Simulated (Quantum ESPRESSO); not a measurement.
Strain and stress in Al3HfMgTa3

These are calculations, not measurements. They come from Quantum ESPRESSO 7.5, a public plane-wave density functional program. Each row is one single-point run on a made-up periodic cell of eight metal atoms, with elements, volume, strain and displacements drawn at random and not relaxed, so a cell may be unstable or far from any real phase. There is no spin polarisation or spin-orbit coupling.

Settings: PBE unless stated; PseudoDojo standard norm-conserving files; Fermi-Dirac width 0.25 eV, which means electrons at about 2900 K; cutoff 1143 eV; 5 x 5 x 4 k mesh shifted half a step off Gamma. E is the free energy of the whole cell (internal energy minus TS), so a -TS column is already part of it. Stress is positive in tension, and the pressure P is minus a third of its trace.

Checks: one run of this series was repeated at a higher cutoff and on a denser mesh, which moved values by no more than 0.002 eV, 0.02 GPa and 0.011 eV/Å, and a second program with other atomic files agreed on it to 2 % rms in force and 0.5 GPa in pressure. Known limits: heavy elements are run without spin-orbit coupling, which real alloys of them have; a spin test at this wide smearing found no moment, but such smearing suppresses magnetism that the real alloy may have.

The lattice is hexagonal close-packed, and the cell vectors in Å are (-0.003, 0.017, -4.845); (0.104, 5.284, -0.018); (6.064, 0.120, 0.003), a volume of 155.16 Å³ in run 4. The elements on sites 1 to 8 are Al Mg Hf Al Ta Al Ta Ta. Each run adds a shear e (the xy component of the symmetric strain tensor) to one drawn cell, with the atoms carried along. E is counted from run 4.

```
run,e (%),s_xx (GPa),s_yy (GPa),s_zz (GPa),s_xy (GPa),P (GPa),E (meV)
1,-2.40,8.34,9.17,4.32,0.46,-7.28,-110.6
2,-0.79,?,?,?,?,?,?
3,-0.47,8.34,9.26,3.96,2.47,-7.19,-51.1
4,0.43,8.30,9.10,3.78,3.39,-7.06,0.0
5,0.79,8.27,9.01,3.71,3.76,-6.99,24.4
6,1.59,8.20,8.73,3.54,4.57,-6.82,87.6
7,2.26,8.12,8.41,3.40,5.23,-6.64,149.0
```

## Worked fit

A parabola through the runs shown gives s_xy = 2.95 + 1.024 e - 0.007 e² GPa with e in per cent, an error of 0.001 on the linear term and a scatter of 0.00 GPa. The atoms are clamped and the cell is already under stress, so the slope belongs to this path and is not an elastic constant of a real alloy.

## Withheld run

Question: what s_xy should run 2 give?

The fit gives 2.14 ± 0.01 GPa. The calculation gave 2.14 GPa.
